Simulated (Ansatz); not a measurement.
ZnO:
```cif
data_O2Zn2
_chemical_formula_sum 'Zn2 O2'
_space_group_name_H-M_alt 'P63mc'
_space_group_IT_number 186
_space_group_name_Hall 'P 6c -2c'
_cell_length_a 3.22965
_cell_length_b 3.22965
_cell_length_c 5.21473
_cell_angle_alpha 90.000
_cell_angle_beta 90.000
_cell_angle_gamma 120.000
loop_
_atom_site_label
_atom_site_type_symbol
_atom_site_symmetry_multiplicity
_atom_site_Wyckoff_symbol
_atom_site_fract_x
_atom_site_fract_y
_atom_site_fract_z
_atom_site_occupancy
Zn1 Zn 2 b 0.66667 0.33333 0.00204 1
O1 O 2 b 0.33333 0.66667 0.12316 1
```

Relaxed with PBEsol.

**Question.** Which orbitals make up the states near the band edges in plane-wave PAW PBEsol (Ansatz code)?

**Answer.** Top 1 eV of the valence band: O 2p 72 %, Zn 3d 25 %. Bottom 1 eV of the conduction band: Zn 4s 54 %, O 2s 22 %, O 2p 21 %. Projections are on Löwdin-orthogonalised atomic valence shells; empty p or d shells of many metals are not among them.

**Question.** Tabulate the density of states.

**Answer.** States/eV per cell of 4 atoms, in 0.25 eV bins, energy from the valence-band maximum.

| E (eV) | total | Zn 3d | O 2p | Zn 4s |
|---|---|---|---|---|
| -6.45 | 0.00 | 0.00 | 0.00 | 0.00 |
| -6.20 | 5.10 | 2.42 | 2.09 | 0.55 |
| -5.95 | 8.20 | 4.18 | 3.27 | 0.68 |
| -5.70 | 7.57 | 4.97 | 2.37 | 0.19 |
| -5.45 | 14.12 | 9.76 | 4.13 | 0.18 |
| -5.20 | 9.82 | 6.73 | 2.84 | 0.19 |
| -4.95 | 3.16 | 2.21 | 0.84 | 0.10 |
| -4.70 | 2.68 | 2.64 | 0.03 | 0.01 |
| -4.45 | 18.27 | 18.09 | 0.11 | 0.03 |
| -4.20 | 10.80 | 10.14 | 0.38 | 0.14 |
| -3.95 | 2.30 | 1.68 | 0.43 | 0.13 |
| -3.70 | 4.08 | 2.63 | 1.06 | 0.29 |
| -3.45 | 3.28 | 1.88 | 1.06 | 0.20 |
| -3.20 | 2.37 | 1.25 | 0.86 | 0.13 |
| -2.95 | 1.98 | 0.92 | 0.85 | 0.10 |
| -2.70 | 2.21 | 0.90 | 1.09 | 0.10 |
| -2.45 | 2.76 | 1.00 | 1.51 | 0.10 |
| -2.20 | 3.36 | 1.08 | 2.03 | 0.09 |
| -1.95 | 3.09 | 0.92 | 1.95 | 0.07 |
| -1.70 | 3.26 | 0.92 | 2.14 | 0.06 |
| -1.45 | 4.02 | 1.08 | 2.74 | 0.05 |
| -1.20 | 5.53 | 1.42 | 3.91 | 0.04 |
| -0.95 | 4.35 | 1.10 | 3.11 | 0.02 |
| -0.70 | 2.83 | 0.71 | 2.05 | 0.01 |
| -0.45 | 1.83 | 0.46 | 1.34 | 0.01 |
| -0.20 | 0.96 | 0.24 | 0.71 | 0.00 |
| 0.05 | 0.06 | 0.02 | 0.05 | 0.00 |
| 0.30 | 0.00 | 0.00 | 0.00 | 0.00 |
| 0.55 | 0.00 | 0.00 | 0.00 | 0.00 |
| 0.80 | 0.00 | 0.00 | 0.00 | 0.00 |
| 1.05 | 0.01 | 0.00 | 0.00 | 0.01 |
| 1.30 | 0.03 | 0.00 | 0.01 | 0.02 |
| 1.55 | 0.05 | 0.00 | 0.01 | 0.03 |
| 1.80 | 0.08 | 0.00 | 0.02 | 0.04 |
| 2.05 | 0.11 | 0.00 | 0.03 | 0.06 |
| 2.30 | 0.13 | 0.00 | 0.03 | 0.07 |
| 2.55 | 0.17 | 0.00 | 0.04 | 0.09 |
| 2.80 | 0.20 | 0.00 | 0.05 | 0.11 |
| 3.05 | 0.24 | 0.00 | 0.06 | 0.13 |
| 3.30 | 0.29 | 0.00 | 0.07 | 0.16 |
| 3.55 | 0.33 | 0.00 | 0.08 | 0.19 |
| 3.80 | 0.39 | 0.00 | 0.09 | 0.22 |
| 4.05 | 0.44 | 0.00 | 0.10 | 0.26 |
| 4.30 | 0.51 | 0.00 | 0.11 | 0.30 |
| 4.55 | 0.59 | 0.00 | 0.12 | 0.34 |
| 4.80 | 0.69 | 0.00 | 0.13 | 0.39 |
| 5.05 | 0.82 | 0.00 | 0.14 | 0.46 |
| 5.30 | 1.07 | 0.00 | 0.16 | 0.55 |
| 5.55 | 1.25 | 0.00 | 0.17 | 0.61 |

Space group P6_3mc (wurtzite). Symmetry was held in the PBEsol relaxation.

Potentials: the later of the program's two PAW sets.
